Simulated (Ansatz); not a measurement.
Cu3Ge:
```yaml
crystal:
  lattice:
    - [4.17405, 0.00000, 0.00000]
    - [0.00000, 5.24901, 0.00000]
    - [0.00000, 0.00000, 4.52277]
  atoms:
    - { symbol: Cu, position: [0.00000, 0.50000, 0.16461] }
    - { symbol: Cu, position: [0.50000, 0.00000, 0.83539] }
    - { symbol: Cu, position: [0.50000, 0.24855, 0.33650] }
    - { symbol: Cu, position: [0.50000, 0.75145, 0.33650] }
    - { symbol: Cu, position: [0.00000, 0.25145, 0.66350] }
    - { symbol: Cu, position: [0.00000, 0.74855, 0.66350] }
    - { symbol: Ge, position: [0.50000, 0.50000, 0.82477] }
    - { symbol: Ge, position: [0.00000, 0.00000, 0.17523] }
```

Relaxed with r²SCAN. Special points in fractions of this cell's reciprocal vectors: Γ (0.000, 0.000, 0.000); X (0.500, 0.000, 0.000); S (0.500, 0.500, 0.000); Y (0.000, 0.500, 0.000); Z (0.000, 0.000, 0.500); U (0.500, 0.000, 0.500); R (0.500, 0.500, 0.500); T (0.000, 0.500, 0.500).

**Question.** List the band energies nearest the Fermi level at these points for r²SCAN (plane waves, PAW; program Ansatz).

**Answer.** In eV from the Fermi level; about four levels below and three above (degenerate sets whole), none deeper than 8.9 eV; points with the same levels are listed once.

```tsv
k	below	above
Γ	-2.27 -1.99 -1.64 -0.80	0.81 1.54 1.69
X	-1.54 -1.54 -1.17 -1.17	1.78 1.78 4.81 4.81
S	-2.41 -2.41 -2.38 -2.38	0.08 0.08 0.39 0.39
Y	-0.32 -0.32 -0.31 -0.31	1.49 1.49 3.10 3.10
Z	-1.91 -1.68 -1.55 -0.63	0.22 0.24 1.15
U	-1.96 -1.96 -1.82 -1.82	1.03 1.03 2.73 2.73
R	-2.17 -2.17 -2.14 -2.14	5.43 5.43 5.71 5.71
T	-2.49 -2.49 -2.35 -2.35	1.01 1.01 1.19 1.19
```

Space group Pmmn. The first step of the workflow began from a Materials Project structure, measured or hypothetical; the Crystallography Open Database copy checked does not list it. Whether it is the stable phase at ambient conditions was not checked. The r²SCAN relaxation kept the symmetry of its start; whether a distortion lowers the energy is not shown. The run is not spin-polarised. Spin–orbit coupling is left out wherever it is not named.

Potentials: the earlier of the program's two PAW sets.
